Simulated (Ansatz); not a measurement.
Geometry optimisation in Ansatz: input, command and trajectory.

```yaml
crystal:
  lattice:
    - [-3.3264, 3.3264, 2.90355]
    - [3.3264, -3.3264, 2.90355]
    - [3.3264, 3.3264, -2.90355]
  atoms:
    - { symbol: Ti, position: [0.25, 0.25, 0.0] }
    - { symbol: Ti, position: [0.75, 0.75, 0.0] }
    - { symbol: Sb, position: [0.65159, 0.15159, 0.80318] }
    - { symbol: Sb, position: [0.15159, 0.34841, 0.5] }
    - { symbol: Sb, position: [0.34841, 0.84841, 0.19682] }
    - { symbol: Sb, position: [0.84841, 0.65159, 0.5] }
basis:
  ecutwfc: 420
kpoints:
  mp_grid: { grid: [8, 8, 8] }
hamiltonian:
  xc: pbesol
scf:
  occupations: { method: gaussian, width: 0.1 }
output:
  forces: true
  stress: true
  eigenvalues: true
  write_density: true
  write_potential: true
  elf: true
  volumetric_format: npy
relax:
  adjacent_minimum: "off"
  f_tol: 0.005
  max_steps: 80
  cell: { stress_tol: 0.05 }
```

```bash
ansatz run input.yaml --threads 1 --pin off --max-ram 2560MiB --backend cpu --events-out ev --progress --plain --runs-dir out
```

Theory: DFT PBEsol, scalar-relativistic, plane waves, PAW (Ansatz).

Of 7 frames 6 are shown, positions in Å and forces in eV/Å; the SCF threshold varies from step to step. Steps run on the plane waves of an earlier cell, with a Pulay correction in the pressure. The basis is chosen afresh for the last frame, the zero of the energies, and at times for earlier ones too; energy and pressure step there, also at an unchanged geometry. The mark taken_back stands on steps that the optimiser undid.

```xyz
6
Lattice="-3.3264 3.3264 2.9036 3.3264 -3.3264 2.9036 3.3264 3.3264 -2.9036" Properties=species:S:1:pos:R:3:forces:R:3 pbc="T T T" step=1 free_energy_over_end_meV_per_atom=4.13 pressure_GPa=-1.87
Ti    0.0000    0.0000    1.4518    0.0000    0.0000    0.0000
Ti    0.0000    0.0000    4.3553    0.0000    0.0000    0.0000
Sb    1.0085    4.3349    0.0000    0.1183    0.1183    0.0000
Sb    2.3179    1.0085    0.0000   -0.1183    0.1183    0.0000
Sb    2.3179   -1.0085    2.9036   -0.1183   -0.1183    0.0000
Sb    1.0085    2.3179    2.9036    0.1183   -0.1183    0.0000
6
Lattice="-3.2962 3.2962 2.8238 3.2962 -3.2962 2.8238 3.2962 3.2962 -2.8238" Properties=species:S:1:pos:R:3:forces:R:3 pbc="T T T" step=2 free_energy_over_end_meV_per_atom=5.21 pressure_GPa=2.50 taken_back
Ti    0.0000    0.0000    1.4119    0.0000    0.0000    0.0000
Ti    0.0000    0.0000    4.2357    0.0000    0.0000    0.0000
Sb    1.0219    4.3181    0.0000   -0.1698   -0.1698    0.0000
Sb    2.2743    1.0219    0.0000    0.1698   -0.1698    0.0000
Sb    2.2743   -1.0219    2.8238    0.1698    0.1698    0.0000
Sb    1.0219    2.2743    2.8238   -0.1698    0.1698    0.0000
6
Lattice="-3.3172 3.3172 2.8653 3.3172 -3.3172 2.8653 3.3172 3.3172 -2.8653" Properties=species:S:1:pos:R:3:forces:R:3 pbc="T T T" step=3 free_energy_over_end_meV_per_atom=-0.02 pressure_GPa=-0.24
Ti    0.0000    0.0000    1.4326    0.0000    0.0000    0.0000
Ti    0.0000    0.0000    4.2979    0.0000    0.0000    0.0000
Sb    1.0140    4.3312    0.0000    0.0114    0.0114    0.0000
Sb    2.3032    1.0140    0.0000   -0.0114    0.0114    0.0000
Sb    2.3032   -1.0140    2.8653   -0.0114   -0.0114    0.0000
Sb    1.0140    2.3032    2.8653    0.0114   -0.0114    0.0000
6
Lattice="-3.3174 3.3174 2.8560 3.3174 -3.3174 2.8560 3.3174 3.3174 -2.8560" Properties=species:S:1:pos:R:3:forces:R:3 pbc="T T T" step=4 free_energy_over_end_meV_per_atom=-0.12 pressure_GPa=0.03
Ti    0.0000    0.0000    1.4280    0.0000    0.0000    0.0000
Ti    0.0000    0.0000    4.2840    0.0000    0.0000    0.0000
Sb    1.0146    4.3320    0.0000    0.0044    0.0044    0.0000
Sb    2.3028    1.0146    0.0000   -0.0044    0.0044    0.0000
Sb    2.3028   -1.0146    2.8560   -0.0044   -0.0044    0.0000
Sb    1.0146    2.3028    2.8560    0.0044   -0.0044    0.0000
6
Lattice="-3.3174 3.3174 2.8560 3.3174 -3.3174 2.8560 3.3174 3.3174 -2.8560" Properties=species:S:1:pos:R:3:forces:R:3 pbc="T T T" step=5 free_energy_over_end_meV_per_atom=0.00 pressure_GPa=0.04
Ti    0.0000    0.0000    1.4280    0.0000    0.0000    0.0000
Ti    0.0000    0.0000    4.2840    0.0000    0.0000    0.0000
Sb    1.0146    4.3320    0.0000    0.0044    0.0044    0.0000
Sb    2.3028    1.0146    0.0000   -0.0044    0.0044    0.0000
Sb    2.3028   -1.0146    2.8560   -0.0044   -0.0044    0.0000
Sb    1.0146    2.3028    2.8560    0.0044   -0.0044    0.0000
6
Lattice="-3.3175 3.3175 2.8570 3.3175 -3.3175 2.8570 3.3175 3.3175 -2.8570" Properties=species:S:1:pos:R:3:forces:R:3 pbc="T T T" step=7 free_energy_over_end_meV_per_atom=0.00 pressure_GPa=-0.01
Ti    0.0000    0.0000    1.4285    0.0000    0.0000    0.0000
Ti    0.0000    0.0000    4.2855    0.0000    0.0000    0.0000
Sb    1.0152    4.3327    0.0000   -0.0029   -0.0029    0.0000
Sb    2.3023    1.0152    0.0000    0.0029   -0.0029    0.0000
Sb    2.3023   -1.0152    2.8570    0.0029    0.0029    0.0000
Sb    1.0152    2.3023    2.8570   -0.0029    0.0029    0.0000
```

Time: 3.7 min on 1 thread of Arm Neoverse V1 (shared host), peak memory 0.59 GiB.